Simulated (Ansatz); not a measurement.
A structure of PbSe relaxed with PBEsol (plane waves to 420 eV, PAW, scalar-relativistic; Ansatz, a first-principles code); single points at other levels follow on the same geometry (Ansatz, PAW; HSE06 at 420 eV on a 6×6×6 k-mesh; no spin-orbit coupling). Space group Fm-3m (No. 225).

```cif
data_PbSe
_chemical_formula_sum 'Se1 Pb1'
_space_group_name_H-M_alt 'P 1'
_space_group_IT_number 1
_cell_length_a 4.31448
_cell_length_b 4.31448
_cell_length_c 4.31448
_cell_angle_alpha 60.000
_cell_angle_beta 60.000
_cell_angle_gamma 60.000
loop_
_space_group_symop_operation_xyz
  'x, y, z'
loop_
_atom_site_label
_atom_site_type_symbol
_atom_site_fract_x
_atom_site_fract_y
_atom_site_fract_z
_atom_site_occupancy
Se1 Se 0.00000 0.00000 0.00000 1
Pb1 Pb 0.50000 0.50000 0.50000 1
```

| level | gap (eV) | kind | conduction minimum |
|---|---|---|---|
| PBEsol | 0.17 | direct | L |
| HSE06 | ___ | – | ___ |

Question: Fill in the missing entries.

Answer: 
- HSE06, gap (eV): 0.65
- HSE06, conduction minimum: L

HSE06 gaps come from a coarse mesh plus a few chosen points, so they may be too large. No spin polarisation in the result.

The run could not lose the symmetry of its start.

All atoms sit on sites fixed by symmetry, so only the cell could relax.
